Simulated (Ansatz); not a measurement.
One crystal and one scan (generalised stacking-fault energy along a line) at two levels, PBE (plane waves to 420 eV, PAW, scalar-relativistic; Ansatz, a quantum-chemistry and plane-wave program) and r2SCAN (plane waves to 500 eV, PAW, scalar-relativistic; Ansatz), each from its own relaxed cell and on its own mesh. The cell shown is that of PBE.

KBr (rock salt) is sheared across one {110} plane: the third cell vector gains the shift, so faults repeat every 7.1 Å. The cut lies between planes 2.37 Å apart; the cell height is held.

```
KBr
1.0
    4.74131     0.00000     0.00000
    0.00000     6.70523     0.00000
    2.37066     3.35261     7.11197
Br K
3 3
Direct
  0.00000   0.00000   0.83333
  0.33333   0.33333   0.16667
  0.66667   0.66667   0.50000
  0.00000   0.50000   0.83333
  0.33333   0.83333   0.16667
  0.66667   0.16667   0.50000
```

In-plane vectors a = (4.741, 0.000) Å, b = (0.000, 6.705) Å, area 31.79 Å². The shift is s times the vector b (length 6.705 Å), so s = 1 restores the start. The shift is rigid: no atom relaxes. γ = [E(shift) − E(0)] / area.

E is the zero-smearing estimate. KBr was relaxed with its symmetry unable to fall. Faults lie only 7.0 Å apart, and holding the cell height and the atoms raises γ above its relaxed value. Faults lie only 7.1 Å apart, and holding the cell height and the atoms raises γ above its relaxed value. Percentages come from the unrounded values. Both scans cover s from 0.000 to 0.917.

Results of PBE:

| Item | Value |
|---|---|
| Lattice constant a (Å) | 6.705 |
| Band gap of the relaxed cell, no spin-orbit coupling (eV) | 4.31 |
| Highest computed γ on the line (mJ/m²) | 1080 |
| Steepest slope dγ/d(shift) before the first maximum (spline) (GPa) | 5.4 |
| Position of the highest point | s = 0.500 |
| Local minima between the ends | no computed point is one |

Problem. Estimate the r2SCAN values.

Solution. 
```tsv
quantity	r2SCAN	PBE − r2SCAN
Lattice constant a (Å)	6.608	+0.097 (+1.5 %)
Band gap of the relaxed cell, no spin-orbit coupling (eV)	5.07	-0.76 (-15 %)
Highest computed γ on the line (mJ/m²)	1181	-101 (-8.5 %)
Steepest slope dγ/d(shift) before the first maximum (spline) (GPa)	6.0	-0.6 (-11 %)
```

PBE gives the higher value for: lattice constant a. PBE gives the lower value for: band gap of the relaxed cell, no spin-orbit coupling; highest computed γ on the line; steepest slope dγ/d(shift) before the first maximum. Both give the same position of the highest point: s = 0.500.

(The slope of γ gives the shear force per area between the displaced halves; near zero shift its curvature is an elastic stiffness.)
